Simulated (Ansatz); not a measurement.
LiBr:
```yaml
crystal:
  lattice:
    - [0.00000, 2.75540, 2.75540]
    - [2.75540, 0.00000, 2.75540]
    - [2.75540, 2.75540, 0.00000]
  atoms:
    - { symbol: Li, position: [0.00000, 0.00000, 0.00000] }
    - { symbol: Br, position: [0.50000, 0.50000, 0.50000] }
```

Tensor components refer to the Cartesian frame of this cell.

Task: Give the high-frequency dielectric tensor and the Born effective charge tensors of the independent atoms from DFPT, plane-wave PAW PBE (Ansatz code).

Result: 
ε∞:
```
3.41  0.00  0.00
0.00  3.41  0.00
0.00  0.00  3.41
```
Z* of atom 1 (Li), rows: field, columns: displacement, in e:
```
1.24  0.00  0.00
0.00  1.24  0.00
0.00  0.00  1.24
```
Z* of atom 2 (Br), rows: field, columns: displacement, in e:
```
-1.24   0.00   0.00
 0.00  -1.24   0.00
 0.00   0.00  -1.24
```

Static charges for comparison (Bader): Li1 +0.90, Br2 -0.90 e. Born charges measure polarisation by displacement and can exceed these by far.

Space group Fm-3m (rock salt). The cell was relaxed with PBE under the symmetry of its start. Scalar-relativistic: spin–orbit coupling is off unless named, which matters more the heavier the elements.

Potentials: the later of the program's two PAW sets.
